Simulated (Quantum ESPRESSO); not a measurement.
# Hf3NbNO7: finding a planted mistake in a log

A calculation, not a measurement. The program is pw.x of Quantum ESPRESSO 7.5 (plane-wave density functional theory). The cell is made up: 12 atoms on a rutile lattice, with randomly drawn elements, strain and displacements, not relaxed. PseudoDojo standard norm-conserving files (v0.5 for PBE, v0.4.1 for LDA and PBEsol) set the functional; there is no spin polarisation, spin-orbit coupling or dispersion term, and the masses in the input are unused placeholders.

The hafnium pseudopotential is less sure than the others, with forces about 3 percent (worst 6) and pressure in oxides about 1.5 GPa (worst 2.7) from a second method in checks, which no rerun with the same files tests.

Intended input:

```
&control calculation='scf', pseudo_dir='./dojo.nc.sr.pbe.v0_5.standard.upf', outdir='./o', disk_io='medium', tprnfor=.true., tstress=.true. /
&system ibrav=0, nat=12, ntyp=4, nbnd=54, ecutwfc=84.00895049, nosym=.true., tot_charge=0,
 occupations='smearing', smearing='fd', degauss=0.0018374661
/
&electrons conv_thr=7.350e-09, electron_maxstep=60, /
ATOMIC_SPECIES
Hf 1.0 Hf.upf
N 1.0 N.upf
Nb 1.0 Nb.upf
O 1.0 O.upf
CELL_PARAMETERS angstrom
4.8695 0.0145 0.0839
0.0145 4.823 0.0089
0.111 0.0118 6.4405
ATOMIC_POSITIONS angstrom
Hf -0.0027 -0.0008 0.0202
Hf 2.4272 2.335 1.6328
Hf 0.0935 -0.0182 3.2993
Nb 2.5755 2.4073 4.8919
N 1.5341 1.4325 0.0634
O 3.321 3.3745 0.0813
O 3.9516 0.9942 1.7182
O 0.9993 3.9468 1.6711
O 1.4544 1.4694 3.1863
O 3.4831 3.3359 3.2323
O 4.0541 1.0733 4.9532
O 0.9531 3.8861 4.7759
K_POINTS automatic
5 5 4 1 1 1
```

The log is shortened where brackets say so; the opening notice, blank lines, dates and the lines on written files are dropped, and the path of the files is cut. It prints rydbergs, bohrs and kilobars, and counts compression as positive stress. Where no state is partly filled, the Fermi energy that it prints is only some level between the filled and the empty states on the mesh, and need not lie in the true gap.

Log of the intended run:

```
     Program PWSCF v.7.5
     Parallel version (MPI & OpenMP), running on       1 processor cores
     Number of MPI processes:                 1
     Threads/MPI process:                     1
     [start-up lines left out]
     bravais-lattice index     =            0
     lattice parameter (alat)  =       9.2034  a.u.
     unit-cell volume          =    1020.4308 (a.u.)^3
     number of atoms/cell      =           12
     number of atomic types    =            4
     number of electrons       =        96.00
     number of Kohn-Sham states=           54
     kinetic-energy cutoff     =      84.0090  Ry
     charge density cutoff     =     336.0358  Ry
     scf convergence threshold =      7.3E-09
     mixing beta               =       0.7000
     number of iterations used =            8  plain     mixing
     Exchange-correlation= PBE
                           (   1   4   3   4   0   0   0)
     [axes and pseudopotential details left out]
   Cartesian axes
     site n.     atom                  positions (alat units)
         1        Hf     tau(   1) = (  -0.0005544  -0.0001643   0.0041476  )
         2        Hf     tau(   2) = (   0.4983734   0.4794421   0.3352604  )
         3        Hf     tau(   3) = (   0.0191982  -0.0037370   0.6774403  )
         4        Nb     tau(   4) = (   0.5288236   0.4942873   1.0044465  )
         5        N      tau(   5) = (   0.3149945   0.2941331   0.0130178  )
         6        O      tau(   6) = (   0.6818960   0.6928811   0.0166932  )
         7        O      tau(   7) = (   0.8113761   0.2041376   0.3527954  )
         8        O      tau(   8) = (   0.2051848   0.8103906   0.3431245  )
         9        O      tau(   9) = (   0.2986298   0.3017097   0.6542382  )
        10        O      tau(  10) = (   0.7151797   0.6849554   0.6636833  )
        11        O      tau(  11) = (   0.8324223   0.2203791   1.0170332  )
        12        O      tau(  12) = (   0.1956986   0.7979271   0.9806284  )
     number of k points=    50  Fermi-Dirac smearing, width (Ry)=  0.0018
                       cart. coord. in units 2pi/alat
        k(    1) = (   0.0981197   0.1005136   0.0926486), wk =   0.0400000
        k(    2) = (   0.0948625   0.1001744   0.2817529), wk =   0.0400000
     [further k points left out]
     Dense  grid:   106157 G-vectors     FFT dimensions: (  54,  54,  72)
     Estimated max dynamical RAM per process >     180.90 MB
     Initial potential from superposition of free atoms
     starting charge      95.9921, renormalised to      96.0000
     Starting wfcs are   72 randomized atomic wfcs
     total cpu time spent up to now is       27.8 secs
     per-process dynamical memory:   109.3 Mb
     Self-consistent Calculation
     iteration #  1     ecut=    84.01 Ry     beta= 0.70
     Davidson diagonalization with overlap
     ethr =  1.00E-02,  avg # of iterations =  2.0
     total cpu time spent up to now is       89.8 secs
     total energy              =    -713.58727190 Ry
     estimated scf accuracy    <       6.08821412 Ry
     iteration #  2     ecut=    84.01 Ry     beta= 0.70
     Davidson diagonalization with overlap
     ethr =  6.34E-03,  avg # of iterations =  6.2
     total cpu time spent up to now is      187.8 secs
     total energy              =    -710.17699318 Ry
     estimated scf accuracy    <      37.80066018 Ry
     [iterations 3 to 15 left out]
     iteration # 16     ecut=    84.01 Ry     beta= 0.70
     Davidson diagonalization with overlap
     ethr =  9.76E-11,  avg # of iterations =  4.7
     total cpu time spent up to now is     1043.9 secs
     total energy              =    -716.75321767 Ry
     estimated scf accuracy    <       0.00000002 Ry
     iteration # 17     ecut=    84.01 Ry     beta= 0.70
     Davidson diagonalization with overlap
     ethr =  2.05E-11,  avg # of iterations =  2.1
     total cpu time spent up to now is     1094.9 secs
     End of self-consistent calculation
     [lines on levels left out]
     the Fermi energy is    10.9390 ev
!    total energy              =    -716.75321767 Ry
     estimated scf accuracy    <          2.3E-09 Ry
     smearing contrib. (-TS)   =      -0.00000000 Ry
     internal energy E=F+TS    =    -716.75321767 Ry
     The total energy is F=E-TS. E is the sum of the following terms:
     one-electron contribution =    -175.83611649 Ry
     hartree contribution      =     137.17565683 Ry
     xc contribution           =    -176.53458522 Ry
     ewald contribution        =    -501.55817279 Ry
     convergence has been achieved in  17 iterations
     Forces acting on atoms (cartesian axes, Ry/au):
     atom    1 type  1   force =     0.02129570    0.01066869    0.07982532
     atom    2 type  1   force =     0.00080498    0.02450436    0.00350732
     atom    3 type  1   force =    -0.04250136    0.01036437   -0.11688241
     atom    4 type  3   force =    -0.03838654   -0.03093091    0.09419523
     atom    5 type  2   force =     0.01282190    0.03062272   -0.13957851
     atom    6 type  4   force =     0.00298003    0.00710597   -0.08520777
     atom    7 type  4   force =     0.00819586   -0.02352760   -0.01195275
     atom    8 type  4   force =    -0.00716993   -0.01302433   -0.01554483
     atom    9 type  4   force =     0.04990885    0.03571185    0.08378303
     atom   10 type  4   force =    -0.03542168   -0.01053024    0.06287354
     atom   11 type  4   force =    -0.03918846    0.01561641   -0.01485340
     atom   12 type  4   force =     0.06666067   -0.05658128    0.05983523
     Total force =     0.304781     Total SCF correction =     0.000089
     Computing stress (Cartesian axis) and pressure
          total   stress  (Ry/bohr**3)                   (kbar)     P=        6.05
   0.00007611   0.00003735  -0.00009110           11.20        5.49      -13.40
   0.00003735   0.00015352  -0.00002947            5.49       22.58       -4.34
  -0.00009110  -0.00002947  -0.00010623          -13.40       -4.34      -15.63
     init_run     :     24.73s CPU     27.16s WALL (       1 calls)
     electrons    :   1017.91s CPU   1067.16s WALL (       1 calls)
     forces       :      9.86s CPU      9.96s WALL (       1 calls)
     stress       :     39.18s CPU     40.44s WALL (       1 calls)
     [timing details left out]
     PWSCF        :  18m12.01s CPU  19m 6.65s WALL
     JOB DONE.
```

A second run was made from an input with one planted mistake. Its log:

```
     Program PWSCF v.7.5
     Parallel version (MPI & OpenMP), running on       1 processor cores
     Number of MPI processes:                 1
     Threads/MPI process:                     1
     [start-up lines left out]
     bravais-lattice index     =            0
     lattice parameter (alat)  =       9.2034  a.u.
     unit-cell volume          =    1020.4308 (a.u.)^3
     number of atoms/cell      =           12
     number of atomic types    =            4
     number of electrons       =        96.00
     number of Kohn-Sham states=           54
     kinetic-energy cutoff     =      84.0090  Ry
     charge density cutoff     =     336.0358  Ry
     scf convergence threshold =      1.5E-02
     mixing beta               =       0.7000
     number of iterations used =            8  plain     mixing
     Exchange-correlation= PBE
                           (   1   4   3   4   0   0   0)
     [axes and pseudopotential details left out]
   Cartesian axes
     site n.     atom                  positions (alat units)
         1        Hf     tau(   1) = (  -0.0005544  -0.0001643   0.0041476  )
         2        Hf     tau(   2) = (   0.4983734   0.4794421   0.3352604  )
         3        Hf     tau(   3) = (   0.0191982  -0.0037370   0.6774403  )
         4        Nb     tau(   4) = (   0.5288236   0.4942873   1.0044465  )
         5        N      tau(   5) = (   0.3149945   0.2941331   0.0130178  )
         6        O      tau(   6) = (   0.6818960   0.6928811   0.0166932  )
         7        O      tau(   7) = (   0.8113761   0.2041376   0.3527954  )
         8        O      tau(   8) = (   0.2051848   0.8103906   0.3431245  )
         9        O      tau(   9) = (   0.2986298   0.3017097   0.6542382  )
        10        O      tau(  10) = (   0.7151797   0.6849554   0.6636833  )
        11        O      tau(  11) = (   0.8324223   0.2203791   1.0170332  )
        12        O      tau(  12) = (   0.1956986   0.7979271   0.9806284  )
     number of k points=    50  Fermi-Dirac smearing, width (Ry)=  0.0018
                       cart. coord. in units 2pi/alat
        k(    1) = (   0.0981197   0.1005136   0.0926486), wk =   0.0400000
        k(    2) = (   0.0948625   0.1001744   0.2817529), wk =   0.0400000
     [further k points left out]
     Dense  grid:   106157 G-vectors     FFT dimensions: (  54,  54,  72)
     Estimated max dynamical RAM per process >     180.90 MB
     Initial potential from superposition of free atoms
     starting charge      95.9921, renormalised to      96.0000
     Starting wfcs are   72 randomized atomic wfcs
     total cpu time spent up to now is       31.6 secs
     per-process dynamical memory:   109.3 Mb
     Self-consistent Calculation
     iteration #  1     ecut=    84.01 Ry     beta= 0.70
     Davidson diagonalization with overlap
     ethr =  1.00E-02,  avg # of iterations =  2.0
     total cpu time spent up to now is       90.1 secs
     total energy              =    -713.58727190 Ry
     estimated scf accuracy    <       6.08821412 Ry
     iteration #  2     ecut=    84.01 Ry     beta= 0.70
     Davidson diagonalization with overlap
     ethr =  6.34E-03,  avg # of iterations =  6.2
     total cpu time spent up to now is      175.2 secs
     total energy              =    -710.17699318 Ry
     estimated scf accuracy    <      37.80066018 Ry
     [iterations 3 to 5 left out]
     iteration #  6     ecut=    84.01 Ry     beta= 0.70
     Davidson diagonalization with overlap
     ethr =  3.35E-04,  avg # of iterations =  4.6
     total cpu time spent up to now is      434.6 secs
     total energy              =    -716.74032079 Ry
     estimated scf accuracy    <       0.04401218 Ry
     iteration #  7     ecut=    84.01 Ry     beta= 0.70
     Davidson diagonalization with overlap
     ethr =  4.58E-05,  avg # of iterations = 10.0
     total cpu time spent up to now is      507.6 secs
     End of self-consistent calculation
     [lines on levels left out]
     the Fermi energy is    10.9805 ev
!    total energy              =    -716.75182213 Ry
     estimated scf accuracy    <       0.00227546 Ry
     smearing contrib. (-TS)   =      -0.00000000 Ry
     internal energy E=F+TS    =    -716.75182213 Ry
     The total energy is F=E-TS. E is the sum of the following terms:
     one-electron contribution =    -175.73614541 Ry
     hartree contribution      =     137.03826443 Ry
     xc contribution           =    -176.49576836 Ry
     ewald contribution        =    -501.55817279 Ry
     convergence has been achieved in   7 iterations
     Forces acting on atoms (cartesian axes, Ry/au):
     atom    1 type  1   force =     0.02163912    0.01022912    0.08325286
     atom    2 type  1   force =     0.00043936    0.02386152    0.00272554
     atom    3 type  1   force =    -0.04165064    0.01026532   -0.11924041
     atom    4 type  3   force =    -0.03984153   -0.03339764    0.09466619
     atom    5 type  2   force =     0.01503299    0.03281354   -0.14034634
     atom    6 type  4   force =     0.00213109    0.00625242   -0.08326809
     atom    7 type  4   force =     0.00746260   -0.02259322   -0.01121992
     atom    8 type  4   force =    -0.00610198   -0.01363198   -0.01514461
     atom    9 type  4   force =     0.04940851    0.03541528    0.08322281
     atom   10 type  4   force =    -0.03487896   -0.01012176    0.06239735
     atom   11 type  4   force =    -0.04033965    0.01733564   -0.01570691
     atom   12 type  4   force =     0.06669911   -0.05642825    0.05866152
     Total force =     0.306607     Total SCF correction =     0.070291
     SCF correction compared to forces is large: reduce conv_thr to get better values
     Computing stress (Cartesian axis) and pressure
          total   stress  (Ry/bohr**3)                   (kbar)     P=       -8.25
  -0.00002450  -0.00002622  -0.00007569           -3.60       -3.86      -11.13
  -0.00002622   0.00005134  -0.00001595           -3.86        7.55       -2.35
  -0.00007569  -0.00001595  -0.00019513          -11.13       -2.35      -28.70
     init_run     :     29.23s CPU     31.54s WALL (       1 calls)
     electrons    :    448.23s CPU    475.96s WALL (       1 calls)
     forces       :      9.81s CPU      9.94s WALL (       1 calls)
     stress       :     49.96s CPU     51.85s WALL (       1 calls)
     [timing details left out]
     PWSCF        :   8m57.57s CPU   9m30.19s WALL
     JOB DONE.
```

Question: what was wrong in the second input?

Answer: the self-consistency threshold is too loose. The input lines that differ, file-writing options aside:

```
- &electrons conv_thr=7.350e-09, electron_maxstep=60, /
+ &electrons conv_thr=1.470e-02, electron_maxstep=60, /
```

|  | intended run | run with the mistake |
| --- | --- | --- |
| free energy (eV) | -9751.924 | -9751.905 |
| smearing term -TS (eV) | 0.0000 | 0.0000 |
| pressure (GPa) | 0.61 | -0.83 |
| largest force component (eV/Å) | 3.589 | 3.608 |
| largest change of a force component (eV/Å) |  | 0.088 |
| iterations | 17 | 7 |

For scale, a rerun of the intended cell at a cutoff of 1467 eV and k mesh 7 x 7 x 6 moved values by no more than 0.004 eV in energy, 0.04 GPa in stress and 0.003 eV/Å in force.